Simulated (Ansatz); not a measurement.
AlN:
```
AlN
1.0
    3.08881     0.00000     0.00000
   -1.54441     2.67499     0.00000
    0.00000     0.00000     4.94311
Al N
2 2
Direct
  0.66667   0.33333   0.00359
  0.33333   0.66667   0.50359
  0.66667   0.33333   0.62161
  0.33333   0.66667   0.12161
```

Relaxed with LDA.

**Question.** Give the optical modes at the zone centre with their infrared and Raman activity from DFPT, LDA (plane waves, PAW; program Ansatz).

**Answer.** Transverse frequencies, without the LO–TO term; a row sums one degenerate level.

```csv
ω (cm⁻¹),degeneracy,IR ((D/Å)²/amu),Raman (Å⁴/amu),activity,symmetry
240,2,0.00,0.12,Raman,E2
553,1,0.00,0,silent,B1
620,1,36.13,21,IR+Raman,A1
666,2,0.00,19,Raman,E2
678,2,63.88,9.9,IR+Raman,E1
729,1,0.00,0,silent,B1
```

**Question.** How high does the top mode go among those that the LO–TO term moves?

**Answer.** 916 cm⁻¹ for q along x, 916 cm⁻¹ for q along y, 890 cm⁻¹ for q along z.

Space group P6_3mc (wurtzite). The LDA relaxation kept the symmetry of its start; phonons on a q-mesh show no instability.

Potentials: the later of the program's two PAW sets.
